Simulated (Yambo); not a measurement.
Yambo run on a free-standing MoS2 monolayer (symmetry P-6m2, slab cell 16.1 Å high). The wavefunctions come from this Quantum ESPRESSO step (PBEsol, PseudoDojo standard norm-conserving files, fully relativistic):

```
&CONTROL
  calculation = 'nscf'
  pseudo_dir = './pseudo'
  outdir = './out'
/
&SYSTEM
  ibrav = 0
  nat = 3
  ntyp = 2
  ecutwfc = 80.0
  ecutrho = 320.0
  occupations = 'fixed'
  force_symmorphic = .true.
  nbnd = 193
  noncolin = .true.
  lspinorb = .true.
  assume_isolated = '2D'
/
&ELECTRONS
  conv_thr = 3.0000000000000004e-09
  diago_full_acc = .true.
  diago_thr_init = 1e-08
/
ATOMIC_SPECIES
S 32.0600 S.upf
Mo 95.9500 Mo.upf
CELL_PARAMETERS angstrom
  3.140994788939   0.000000000000   0.000000000000
 -1.570497394470   2.720181280376   0.000000000000
  0.000000000000   0.000000000000  16.100000000000
ATOMIC_POSITIONS crystal
S   0.666666667000   0.333333333000  -0.096804876500
S   0.666666667000   0.333333333000   0.096804876500
Mo   0.000000000333   0.000000000000   0.000000000000
K_POINTS automatic
6 6 1 0 0 0
```

Yambo input:

```
rim_cut
gw0
dyson
el_el_corr
HF_and_locXC
ppa
em1d
rim_w
RandQpts= 1000000
RandGvec= 2 Ry
CUTGeo= "slab z"
EXXRLvcs= 80 Ry
VXCRLvcs= 320 Ry
Chimod= "HARTREE"
% BndsRnXp
 3 | 192 |
%
NGsBlkXp= 7 Ry
% LongDrXp
 1.0 | 1.0 | 0.0 |
%
RandGvecW= 1000 mRy
PPAPntXp= 27.2114 eV
% GbndRnge
 1 | 192 |
%
GTermKind= "BG"
DysSolver= "n"
ExtendOut
% QPkrange
 1 | 1 | 26 | 27 |
 4 | 4 | 26 | 27 |
 7 | 7 | 24 | 28 |
%
```

k points by index: 1 = Γ, 4 = M, 7 = K.

Table of the .qp output:

```
#    K-point    Band    Eo [eV]    E [eV]    E-Eo [eV]    Vxc [eV]    Vnlxc [eV]    Sc|Eo [eV]    Sc|E [eV]    dSc/dw|Eo [eV]    Re(Z)    Im(Z)
#
    1    26    -0.139990    -0.340630    -0.200639    -15.21559    -16.27450    0.788869    0.858277    -9.403742    0.743160    -0.003148
    1    27    2.779496    3.380803    0.601307    -15.52122    -11.15156    -3.556581    -3.768354    -9.578536    0.739628    -0.003207
    4    26    -0.718480    -1.020985    -0.302505    -14.40679    -16.00876    1.196149    1.299458    -9.285793    0.745562    -0.003118
    4    27    2.326174    3.167077    0.840904    -18.58645    -13.61945    -3.818625    -4.126098    -9.945698    0.732319    -0.003245
    7    24    -2.244417    -2.769883    -0.525466    -14.41510    -17.62601    2.490929    2.685449    -10.06696    0.729937    -0.003238
    7    25    -0.144894    -0.192466    -0.047572    -16.36504    -16.97045    0.541084    0.557839    -9.548397    0.740236    -0.003108
    7    26    0.000000    -0.044895    -0.044895    -16.21872    -16.67053    0.391173    0.406915    -9.506375    0.741083    -0.003106
    7    27    1.730828    2.480902    0.750075    -17.57100    -13.42383    -3.129478    -3.397094    -9.704855    0.737097    -0.003213
    7    28    1.733641    2.486673    0.753032    -17.55941    -13.34757    -3.189997    -3.458805    -9.709748    0.737000    -0.003213
```
(The two width columns are left out.) Convergence of these settings isn't established.

Geometry relaxed with PBEsol.
